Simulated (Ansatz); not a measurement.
BeSe (CsCl type, Pm-3m) at seven volumes, PBE in the plane-wave PAW code Ansatz, scaled uniformly. One row is withheld.

```
V (Å³/atom)  P (GPa)
-----------  -------
13.595             ?
14.044          5.41
14.492          2.40
14.940          0.00
15.388         -2.09
15.836         -3.94
16.285         -5.40
```

Q: Fit the shown pressures and predict the withheld one.

A: P = (3/2)B₀(x^(7/2) − x^(5/2))[1 + (3/4)(B′ − 4)(x − 1)] with x = (V₀/V)^(2/3). Least squares on the six rows gives V₀ = 14.935 Å³/atom, B₀ = 76.1 GPa, B′ = 4.58. At V = 13.595, x = 1.0647 and P = 8.88 GPa. The run itself gave 8.93 GPa.

The cell is a constructed one: a structure type filled with these elements; neither database checked (COD, Materials Project) lists it. COD files the formula under space group No. 216, so this cell is another polymorph or a model. Whether it is the stable phase at ambient conditions was not checked. Symmetry was held in the PBE relaxation; whether a distortion lowers the energy is not shown.

Potentials: the later of the program's two PAW sets.
